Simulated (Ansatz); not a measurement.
Ge$_{3}$F$_{8}$:
Space group P2₁/c (No. 14); a = 4.9919 Å, b = 5.0992 Å, c = 12.7432 Å, α = γ = 90.00°, β = 112.49°

```csv
atom,site,symmetry,x,y,z
Ge,4e,1,0.6174,0.3983,0.1688
Ge,2a,-1,0.0000,0.0000,0.0000
F,4e,1,0.2213,0.2997,0.0595
F,4e,1,0.3213,0.8127,0.0353
F,4e,1,0.0093,0.4371,0.3632
F,4e,1,0.5850,0.0758,0.2482
```

Relaxed with r²SCAN.

Task: Which orbitals make up the states near the band edges in DFT-r²SCAN in the program Ansatz with PAW potentials?

Result: Top 1 eV of the valence band: Ge 4s 45 %, F 2p 38 %, Ge 4p 16 %. Bottom 1 eV of the conduction band: Ge 4p 67 %, F 2p 11 %, Ge 4s 11 %, F 2s 8 %. Projections are on Löwdin-orthogonalised atomic valence shells; empty p or d shells of many metals are not among them.

Task: Tabulate the density of states.

Result: States/eV per cell of 22 atoms, in 0.25 eV bins, energy from the valence-band maximum.

| E (eV) | total | F 2p | Ge 4p | Ge 4s |
|---|---|---|---|---|
| -7.85 | 1.95 | 1.22 | 0.06 | 0.57 |
| -7.60 | 0.58 | 0.37 | 0.03 | 0.16 |
| -7.35 | 3.81 | 2.42 | 0.15 | 1.05 |
| -7.10 | 4.05 | 2.69 | 0.27 | 0.94 |
| -6.85 | 3.10 | 2.13 | 0.25 | 0.61 |
| -6.60 | 2.20 | 1.56 | 0.21 | 0.36 |
| -6.35 | 1.93 | 1.47 | 0.24 | 0.17 |
| -6.10 | 4.71 | 3.83 | 0.68 | 0.10 |
| -5.85 | 10.37 | 8.41 | 1.43 | 0.33 |
| -5.60 | 1.32 | 1.09 | 0.17 | 0.04 |
| -5.35 | 23.57 | 19.76 | 2.68 | 0.29 |
| -5.10 | 13.44 | 11.41 | 1.25 | 0.30 |
| -4.85 | 12.33 | 10.72 | 1.00 | 0.31 |
| -4.60 | 18.24 | 15.82 | 1.28 | 0.76 |
| -4.35 | 17.64 | 16.05 | 1.05 | 0.26 |
| -4.10 | 13.74 | 12.90 | 0.46 | 0.17 |
| -3.85 | 20.12 | 18.98 | 0.51 | 0.33 |
| -3.60 | 20.28 | 19.14 | 0.56 | 0.33 |
| -3.35 | 21.78 | 20.91 | 0.41 | 0.24 |
| -3.10 | 26.10 | 25.12 | 0.39 | 0.35 |
| -2.85 | 28.85 | 27.87 | 0.40 | 0.29 |
| -2.60 | 22.92 | 22.18 | 0.35 | 0.24 |
| -2.35 | 34.49 | 33.78 | 0.29 | 0.23 |
| -2.10 | 28.49 | 27.96 | 0.19 | 0.19 |
| -1.85 | 17.95 | 17.74 | 0.07 | 0.08 |
| -1.60 | 0.31 | 0.20 | 0.01 | 0.09 |
| -1.35 | 1.59 | 0.91 | 0.10 | 0.56 |
| -1.10 | 6.21 | 3.00 | 0.46 | 2.64 |
| -0.85 | 6.03 | 2.57 | 0.65 | 2.71 |
| -0.60 | 4.08 | 1.56 | 0.59 | 1.87 |
| -0.35 | 7.25 | 2.60 | 1.31 | 3.24 |
| -0.10 | 6.52 | 2.29 | 1.33 | 2.83 |
| 0.15 | 0.00 | 0.00 | 0.00 | 0.00 |
| 0.40 | 0.00 | 0.00 | 0.00 | 0.00 |
| 0.65 | 0.00 | 0.00 | 0.00 | 0.00 |
| 0.90 | 0.00 | 0.00 | 0.00 | 0.00 |
| 1.15 | 0.00 | 0.00 | 0.00 | 0.00 |
| 1.40 | 0.00 | 0.00 | 0.00 | 0.00 |
| 1.65 | 0.00 | 0.00 | 0.00 | 0.00 |
| 1.90 | 0.00 | 0.00 | 0.00 | 0.00 |
| 2.15 | 0.00 | 0.00 | 0.00 | 0.00 |
| 2.40 | 0.00 | 0.00 | 0.00 | 0.00 |
| 2.65 | 0.00 | 0.00 | 0.00 | 0.00 |
| 2.90 | 0.00 | 0.00 | 0.00 | 0.00 |
| 3.15 | 0.00 | 0.00 | 0.00 | 0.00 |
| 3.40 | 0.00 | 0.00 | 0.00 | 0.00 |
| 3.65 | 0.00 | 0.00 | 0.00 | 0.00 |
| 3.90 | 0.00 | 0.00 | 0.00 | 0.00 |
| 4.15 | 0.00 | 0.00 | 0.00 | 0.00 |
| 4.40 | 0.00 | 0.00 | 0.00 | 0.00 |
| 4.65 | 0.00 | 0.00 | 0.00 | 0.00 |
| 4.90 | 0.00 | 0.00 | 0.00 | 0.00 |
| 5.15 | 2.30 | 0.30 | 1.24 | 0.46 |
| 5.40 | 4.72 | 0.61 | 2.72 | 0.81 |
| 5.65 | 6.72 | 0.82 | 4.26 | 0.89 |
| 5.90 | 10.01 | 0.89 | 7.66 | 0.44 |
| 6.15 | 9.58 | 0.85 | 7.38 | 0.37 |
| 6.40 | 7.41 | 0.86 | 5.20 | 0.67 |
| 6.65 | 9.17 | 1.06 | 6.55 | 0.73 |
| 6.90 | 8.63 | 0.92 | 6.44 | 0.49 |
| 7.15 | 6.20 | 0.80 | 4.43 | 0.51 |
| 7.40 | 4.39 | 0.64 | 3.13 | 0.34 |
| 7.65 | 7.15 | 1.12 | 4.95 | 0.66 |
| 7.90 | 8.28 | 1.47 | 5.10 | 1.23 |
| 8.15 | 8.37 | 1.49 | 5.14 | 1.21 |
| 8.40 | 2.83 | 0.59 | 1.44 | 0.62 |
| 8.65 | 5.52 | 1.07 | 3.23 | 0.87 |
| 8.90 | 8.49 | 1.64 | 5.09 | 1.17 |
| 9.15 | 2.26 | 0.46 | 1.25 | 0.37 |
| 9.40 | 0.00 | 0.00 | 0.00 | 0.00 |
| 9.65 | 0.00 | 0.00 | 0.00 | 0.00 |
| 9.90 | 0.00 | 0.00 | 0.00 | 0.00 |

Space group P2_1/c. The workflow started from a Materials Project entry (that database holds measured and hypothetical structures alike); the Crystallography Open Database copy checked does not list it. Whether it is the stable phase at ambient conditions was not checked. The cell was relaxed with r²SCAN under the symmetry of its start; its stability against distortions is not shown here. A crystal of weakly bound layers computed without a dispersion correction: the cell and the soft elastic constants depend strongly on that. Spin–orbit coupling is left out wherever it is not named.

Potentials: the later of the program's two PAW sets.
